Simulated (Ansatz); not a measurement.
Cu3Sb:
```cif
data_Cu3Sb
_chemical_formula_sum 'Sb1 Cu3'
_space_group_name_H-M_alt 'P6/mmm'
_space_group_IT_number 191
_space_group_name_Hall '-P 6 2'
_cell_length_a 4.44707
_cell_length_b 4.44707
_cell_length_c 4.85627
_cell_angle_alpha 90.000
_cell_angle_beta 90.000
_cell_angle_gamma 120.000
loop_
_atom_site_label
_atom_site_type_symbol
_atom_site_symmetry_multiplicity
_atom_site_Wyckoff_symbol
_atom_site_fract_x
_atom_site_fract_y
_atom_site_fract_z
_atom_site_occupancy
Sb1 Sb 1 a 0.00000 0.00000 0.00000 1
Cu1 Cu 1 b 0.00000 0.00000 0.50000 1
Cu2 Cu 2 c 0.33333 0.66667 0.00000 1
```

Relaxed at zero pressure with PBEsol (plane waves, PAW; program Ansatz).

### Question
The volume is raised by 3 % and shape and atoms relax at that volume. What pressure results, and how do the axes share the change?

### Answer
-2.0 GPa; a 0.9 %, b 0.9 %, c 1.2 %; the energy rises by 4 meV/atom.

### Question
Give the new structure.

### Answer

Space group P6/mmm (No. 191); a = b = 4.4875 Å, c = 4.9123 Å, α = β = 90.00°, γ = 120.00°

| atom | site | symmetry | x | y | z |
|---|---|---|---|---|---|
| Sb | 1a | 6/mmm | 0.0000 | 0.0000 | 0.0000 |
| Cu | 1b | 6/mmm | 0.0000 | 0.0000 | 0.5000 |
| Cu | 2c | -6m2 | 0.3333 | 0.6667 | 0.0000 |

The phase is kept; no other phase was compared at this pressure.

The start of the workflow was typed in or built on a structure type; neither database checked (COD, Materials Project) lists it. Whether it is the stable phase at ambient conditions was not checked. Symmetry was held in the PBEsol relaxation. At this level the phase is mechanically unstable. The run is not spin-polarised. Its formation energy is positive at this level, so the cell may be metastable or incomplete. Spin–orbit coupling is left out wherever it is not named.

Potentials: the later of the program's two PAW sets.
